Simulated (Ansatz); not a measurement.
Values for one crystal, relaxed and computed with r²SCAN (plane waves, PAW; program Ansatz); other levels are named.

- Volume per atom: 13.86 Å³
- Electronic character: metallic (no gap)
- Formation energy from the elements (no fitted shifts): -1.60 eV/atom
- Density of states at the Fermi level: 0.24 states/eV per atom (mean over ±0.08 eV)

**Question.** Pick the material that matches.
A. WSe2, CdI2 type
B. Mn3ZnN, anti-perovskite
C. NdN, rock salt
D. Hf3N2, R-3m (Hf on 6c, Hf on 3a, N on 6c)

**Answer.** D, Hf3N2, R-3m (Hf on 6c, Hf on 3a, N on 6c)

The first step of the workflow began from a Materials Project structure, measured or hypothetical; the Crystallography Open Database copy checked does not list it. Its standing as an ambient phase is unchecked. Symmetry was held in the r²SCAN relaxation; whether a distortion lowers the energy is not shown. The run is not spin-polarised. The references are the lowest solids computed at this level, not always the standard phases (solids in place of the gases). Spin–orbit coupling is left out wherever it is not named.

Potentials: the later of the program's two PAW sets.
